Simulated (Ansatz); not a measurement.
Problem. Each is relaxed and computed with the program Ansatz at the r²SCAN level (PAW). Which is the only one with a gap?
(A) CaO, P6_3/mmc (Ca on 2d, O on 2c)
(B) ZrB2, P6_3/mmc (Zr on 2c, B on 4f)
(C) Ti3IrC2, P6_3/mmc (Ti on 4f, Ti on 2a, Ir on 2b, C on 4f)
(D) SnMo2C, P6_3/mmc (Sn on 2d, Mo on 4f, C on 2a)

Solution. A, CaO, P6_3/mmc (Ca on 2d, O on 2c). CaO: gap 3.63 eV (direct); SnMo2C: metal; Ti3IrC2: metal; ZrB2: metal. Built on a structure type that need not be the filed one of that space group: CaO, P6_3/mmc (Ca on 2d, O on 2c). Typed or built starts, not in the databases checked: SnMo2C, P6_3/mmc (Sn on 2d, Mo on 4f, C on 2a); Ti3IrC2, P6_3/mmc (Ti on 4f, Ti on 2a, Ir on 2b, C on 4f); ZrB2, P6_3/mmc (Zr on 2c, B on 4f). Not the usual ambient phase: CaO, P6_3/mmc (Ca on 2d, O on 2c); ZrB2, P6_3/mmc (Zr on 2c, B on 4f). All cells were relaxed under the symmetry of their starts (and spin orders); stability against distortions was not tested throughout. Rows with no word on spin ran without spin polarisation. Spin–orbit coupling is left out wherever it is not named.

Potentials: the earlier of the program's two PAW sets.
